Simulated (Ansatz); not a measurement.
CaScO2F in space group P4/mmm (No. 123; Ca on 1d, Sc on 1a, O on 2f, F on 1b), r²SCAN (plane waves, PAW; program Ansatz). The conduction-band minimum lies at Γ, with 1 equivalent valley. Second derivatives d²E/dk² of the lowest band at one valley (eV·Å²), along Cartesian directions:

| direction | d²E/dk² |
|---|---|
| [100] | 12.33 |
| [010] | 12.33 |
| [001] | 18.92 |
| [110] | 12.33 |
| [101] | 15.62 |
| [011] | 15.62 |

Q: Find the principal effective masses, the density-of-states mass and the conductivity mass.

A: Off-diagonal terms follow from H_xy = H[110] − (H_xx + H_yy)/2, and m*/mₑ = 7.620 eV·Å² over each eigenvalue: 0.40, 0.62, 0.62. One valley's DOS mass (m₁m₂m₃)^(1/3) = 0.54, conductivity mass 3/(Σ 1/mᵢ) = 0.52 mₑ.

Q: What effective density of states Nc follows at 300 K for parabolic valleys?

A: Nc = 2.509e19 × 1 × (0.54)^(3/2) ≈ 1.0e19 cm⁻³.

The start of the workflow was typed in or built on a structure type; neither database checked (COD, Materials Project) lists it. Whether it is the stable phase at ambient conditions was not checked. Symmetry was held in the r²SCAN relaxation; its stability against distortions is not shown here. The run is not spin-polarised.

Potentials: the earlier of the program's two PAW sets. The files were generated under PBE; for other functionals the program regenerates the frozen cores, and for LDA and PBEsol the local potential too.

Edges and masses are those of Kohn–Sham bands, whose gap is no quasiparticle gap.
